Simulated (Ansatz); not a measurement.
K$_{2}$BrCl$_{6}$F in space group Fm-3m (No. 225; K on 8c, Br on 4a, Cl on 24e, F on 4b) under volume change, the program Ansatz at the r²SCAN level (PAW), shape and atoms relaxed at each volume.

| V (Å³/atom) | E − E(relaxed) (meV/atom) | P (GPa) |
|---|---|---|
| 22.707 | 21.4 | 3.39 |
| 23.456 | 8.9 | 2.03 |
| 24.204 | 2.1 | 0.92 |
| 24.953 | 0.0 | 0.01 |
| 25.702 | 1.8 | -0.74 |
| 26.450 | 6.6 | -1.33 |
| 27.199 | 13.8 | -1.79 |

What does a third-order Birch–Murnaghan fit give for V₀, B₀ and B′?

V₀ = 24.96 Å³/atom, B₀ = 27.1 GPa, B′ = 6.0.

The workflow started from a Materials Project entry (that database holds measured and hypothetical structures alike); the Crystallography Open Database copy checked does not list it. Its standing as an ambient phase is unchecked. The r²SCAN relaxation kept the symmetry of its start; its stability against distortions is not shown here.

Potentials: the later of the program's two PAW sets.
